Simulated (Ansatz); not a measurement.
Here is the system:

Starting cell, AlRu (CsCl type):

```yaml
crystal:
  lattice:
    - [6.00740, 0.00000, 0.00000]
    - [3.00370, 3.00370, 0.00000]
    - [0.00000, 0.00000, 3.00370]
  atoms:
    - { symbol: Al, position: [0.00000, 0.00000, 0.00000] }
    - { symbol: Al, position: [0.50000, 0.00000, 0.00000] }
    - { symbol: Ru, position: [0.00000, 0.50000, 0.50000] }
    - { symbol: Ru, position: [0.50000, 0.50000, 0.50000] }
```

The atoms are displaced by Q × the pattern below (from a DFPT mode at M = (0.5, 0.5, 0.0), largest move 1; Q in Å), at fixed cell. (q is in reciprocal vectors of the primitive cell; the cell shown is doubled to hold the pattern.)

```
atom      x      y       z
----  -----  -----  ------
Ru3   0.000  0.000   1.000
Ru4   0.000  0.000  -1.000
```

Atoms not listed stay in place.

All values below come from PBE (plane waves to 420 eV, PAW, scalar-relativistic; Ansatz, a first-principles code). k mesh 15×15×15 (Γ-centred), Fermi-Dirac smearing 0.05 eV. The energy includes the smearing's −TS. With partly filled bands, energies and forces of such displacements shift with the k mesh and the smearing. AlRu is run without spin polarisation. AlRu was relaxed with its symmetry unable to fall. ΔE is measured from the undisplaced structure.

The scan covers Q from -0.280 to 0.280 Å in 13 points.

**Question.** Is this a single well or a double well?

**Answer.** A single well with its minimum at or next to zero displacement.

**Question.** Which space group does the distorted structure have?

**Answer.** P4/nmm (No. 129), lowered from Pm-3m.

**Question.** What is the energy change at Q = 0.280 Å?

**Answer.** 808 meV/cell.

**Question.** What harmonic wavenumber does the curvature at Q = 0 give?

**Answer.** 186 cm⁻¹.

(For displaced atoms, the force is minus the slope of the energy, and its curvature is a force constant, which sets phonon frequencies.)
